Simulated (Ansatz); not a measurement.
CdS:
```xyz
4
Lattice="4.1702 0.0000 0.0000 -2.0851 3.6115 0.0000 0.0000 0.0000 6.7757" Properties=species:S:1:pos:R:3 pbc="T T T"
Cd     2.0851     1.2038     3.3881
Cd     0.0000     2.4077     0.0003
S      2.0851     1.2038     5.9421
S      0.0000     2.4077     2.5542
```

Relaxed with HSE06. Special points in fractions of this cell's reciprocal vectors: Γ (0.000, 0.000, 0.000); M (0.500, 0.000, 0.000); K (0.333, 0.333, 0.000); A (0.000, 0.000, 0.500); L (0.500, 0.000, 0.500); H (0.333, 0.333, 0.500).

### Question
List the band energies nearest the valence-band maximum at these points for plane-wave PAW HSE06 (Ansatz code).

### Answer
In eV from the valence-band maximum; about four levels below and three above (degenerate sets whole), none deeper than 8.9 eV; points with the same levels are listed once.

```json
[
 {"k": "Γ", "below": "-0.78 -0.78 -0.04 0.00 0.00", "above": "2.18 3.84 7.63 7.63"},
 {"k": "M", "below": "-2.70 -1.92 -1.31 -0.78", "above": "4.80 4.92 6.10"},
 {"k": "K", "below": "-3.17 -1.89 -1.89 -1.69", "above": "5.64 6.30 6.30"},
 {"k": "A", "below": "-0.40 -0.40 -0.40 -0.40", "above": "3.87 3.87 7.28 7.28"},
 {"k": "L", "below": "-1.38 -1.38 -1.35 -1.35", "above": "4.51 4.51 6.47 6.47"},
 {"k": "H", "below": "-2.49 -2.49 -1.14 -1.14", "above": "5.50 5.50 7.13 7.13"}
]
```

Space group P6_3mc (wurtzite). The cell was relaxed with HSE06 under the symmetry of its start. The hybrid was solved on a coarse mesh, the path and, where they were found, the r²SCAN edge points; its band edges are the extreme levels among these. Spin–orbit coupling is left out wherever it is not named.

Potentials: the earlier of the program's two PAW sets.
